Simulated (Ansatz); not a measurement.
# SiSn$_{2}$: modes against the lattice constant

Theory: DFT PBE, scalar-relativistic, plane waves, PAW (Ansatz 0.2.0). Cutoff 420 eV, 12×12×12 k-points (Γ-centred), Fermi-Dirac smearing of 0.15 eV. No spin polarisation. Phonons by linear response, acoustic sum rule imposed.

The cell is fixed (symmetry leaves no force on the atoms) and stands under 3.3 GPa:
```cif
data_structure
_symmetry_space_group_name_H-M 'Fm-3m'
_symmetry_Int_Tables_number 225
_cell_length_a 6.6872
_cell_length_b 6.6872
_cell_length_c 6.6872
_cell_angle_alpha 90.000
_cell_angle_beta 90.000
_cell_angle_gamma 90.000
_cell_volume 299.04
loop_
_atom_site_label
_atom_site_type_symbol
_atom_site_symmetry_multiplicity
_atom_site_Wyckoff_symbol
_atom_site_fract_x
_atom_site_fract_y
_atom_site_fract_z
_atom_site_occupancy
Si1 Si 4 a 0.00000 0.00000 0.00000 1
Sn1 Sn 8 c 0.25000 0.75000 0.75000 1
```

The cell is the ideal cubic antifluorite prototype; whether it is the stable structure of this composition wasn't checked. In a metal, frequencies and elastic constants depend on the k mesh and the smearing, soft modes and shear constants most.

Q: How do the optical zone-centre modes (counted from the lowest optical one, degenerate ones once; i marks imaginary ones) of this metal change over a = 6.687 and 6.817 Å (k meshes 12×12×12, 10×10×10)?

A:
```csv
a (Å),6.687,6.817
pressure (GPa),3.3,0.3
mode 1 (cm⁻¹),110,95
mode 4 (cm⁻¹),201,176
```